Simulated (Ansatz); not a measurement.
An Ansatz input and the part of its output that reports the observables at the nuclei.

The cell is a Materials Project structure (computed, not necessarily an observed phase), taken as it stands.

```yaml
crystal:
  lattice:
    - [5.2331620459, -2.9832157902, 0.0]
    - [5.2331620459, 2.9832157902, 0.0]
    - [-0.1458776384, 0.0, 9.8878031046]
  atoms:
    - { symbol: Na, position: [0.015088, 0.979876, 0.509816] }
    - { symbol: Na, position: [0.979876, 0.015088, 0.009816] }
    - { symbol: H, position: [0.331913, 0.336217, 0.044066] }
    - { symbol: H, position: [0.336217, 0.331913, 0.544066] }
    - { symbol: H, position: [0.671194, 0.665867, 0.959279] }
    - { symbol: H, position: [0.665867, 0.671194, 0.459279] }
    - { symbol: H, position: [0.331068, 0.021586, 0.768415] }
    - { symbol: H, position: [0.024098, 0.649438, 0.77009] }
    - { symbol: H, position: [0.649438, 0.024098, 0.27009] }
    - { symbol: H, position: [0.021586, 0.331068, 0.268415] }
    - { symbol: H, position: [0.359415, 0.673985, 0.224063] }
    - { symbol: H, position: [0.673985, 0.359415, 0.724063] }
    - { symbol: P, position: [0.34325, 0.331509, 0.902938] }
    - { symbol: P, position: [0.331509, 0.34325, 0.402938] }
    - { symbol: P, position: [0.678848, 0.667867, 0.101003] }
    - { symbol: P, position: [0.667867, 0.678848, 0.601003] }
    - { symbol: O, position: [0.261344, 0.131217, 0.860958] }
    - { symbol: O, position: [0.125656, 0.612033, 0.864034] }
    - { symbol: O, position: [0.608983, 0.263492, 0.85664] }
    - { symbol: O, position: [0.612033, 0.125656, 0.364034] }
    - { symbol: O, position: [0.131217, 0.261344, 0.360958] }
    - { symbol: O, position: [0.263492, 0.608983, 0.35664] }
    - { symbol: O, position: [0.728479, 0.881902, 0.145899] }
    - { symbol: O, position: [0.876036, 0.396057, 0.14802] }
    - { symbol: O, position: [0.391776, 0.737765, 0.134769] }
    - { symbol: O, position: [0.396057, 0.876036, 0.64802] }
    - { symbol: O, position: [0.881902, 0.728479, 0.645899] }
    - { symbol: O, position: [0.737765, 0.391776, 0.634769] }
kpoints:
  mp_grid: { grid: [4, 4, 2] }
scf:
  occupations: { method: fermi_dirac, width: 0.02 }
hamiltonian:
  xc: pbe
  pseudopotentials: { kind: paw }
output:
  forces: true
  stress: true
  populations: true
  efg:
    quadrupole_moments_barn: { Na: 0.104, H: 0.00285783, O: -0.02558 }
    contact_densities: true
```

```sh
ansatz run input.yaml --threads 1 --pin off --max-ram 2560MiB --backend cpu --events-out ev --progress --plain --runs-dir out
```

Of the output, the block on the nuclei alone is shown; the set-up, the SCF iterations, energies, forces and stress are cut. One atom of each set with nearly equal values is shown.

```
--- PAW observables at the nuclei: V_zz in 10²¹ V/m², potentials from the cell's mean, atoms counted from 1 ---
  atom   1  Na V_zz =    +0.221117   η = 0.1894   by run symmetry: allowed   C_q = +0.5560 MHz
            electrostatic potential = -975.446867 V   contact ρ = 5903.870522 e/Å³
  atom   3  H  V_zz =    +1.741243   η = 0.0131   by run symmetry: allowed   C_q = +0.1203 MHz
            electrostatic potential = -37.316544 V   contact ρ = 3.122261 e/Å³
  atom   5  H  V_zz =    +1.719345   η = 0.0178   by run symmetry: allowed   C_q = +0.1188 MHz
            electrostatic potential = -37.560112 V   contact ρ = 3.128342 e/Å³
  atom   7  H  V_zz =    +1.280395   η = 0.1254   by run symmetry: allowed   C_q = +0.0885 MHz
            electrostatic potential = -34.004883 V   contact ρ = 2.300933 e/Å³
  atom   8  H  V_zz =    +1.433556   η = 0.1128   by run symmetry: allowed   C_q = +0.0991 MHz
            electrostatic potential = -34.013597 V   contact ρ = 2.336321 e/Å³
  atom  11  H  V_zz =    +2.200265   η = 0.1033   by run symmetry: allowed   C_q = +0.1520 MHz
            electrostatic potential = -34.147519 V   contact ρ = 2.520094 e/Å³
  atom  13  P  V_zz =    -4.015950   η = 0.9088   by run symmetry: allowed
            electrostatic potential = -1485.945792 V   contact ρ = 16010.254753 e/Å³
  atom  15  P  V_zz =    +4.204218   η = 0.4259   by run symmetry: allowed
            electrostatic potential = -1486.214738 V   contact ρ = 16010.118016 e/Å³
  atom  17  O  V_zz =   +10.503637   η = 0.7356   by run symmetry: allowed   C_q = -6.4967 MHz
            electrostatic potential = -616.484899 V   contact ρ = 2155.567481 e/Å³
  atom  18  O  V_zz =   +10.629509   η = 0.7801   by run symmetry: allowed   C_q = -6.5746 MHz
            electrostatic potential = -616.472069 V   contact ρ = 2155.458126 e/Å³
  atom  19  O  V_zz =    +7.920466   η = 0.3714   by run symmetry: allowed   C_q = -4.8990 MHz
            electrostatic potential = -617.437089 V   contact ρ = 2157.158868 e/Å³
  atom  23  O  V_zz =    +8.238785   η = 0.4667   by run symmetry: allowed   C_q = -5.0959 MHz
            electrostatic potential = -617.443879 V   contact ρ = 2156.746983 e/Å³
  atom  24  O  V_zz =    +8.395280   η = 0.4131   by run symmetry: allowed   C_q = -5.1927 MHz
            electrostatic potential = -617.396320 V   contact ρ = 2156.673236 e/Å³
  atom  25  O  V_zz =   +11.273099   η = 0.8508   by run symmetry: allowed   C_q = -6.9727 MHz
            electrostatic potential = -616.410529 V   contact ρ = 2155.282531 e/Å³
```

Hardware: 1 thread of Arm Neoverse V1 (aarch64; 8 cores open to the job, memory cap 2.5 GiB, no GPU), a shared host with a load of 0.8 a core. Wall time 57 s, CPU time 57 s, peak memory 0.65 GiB.
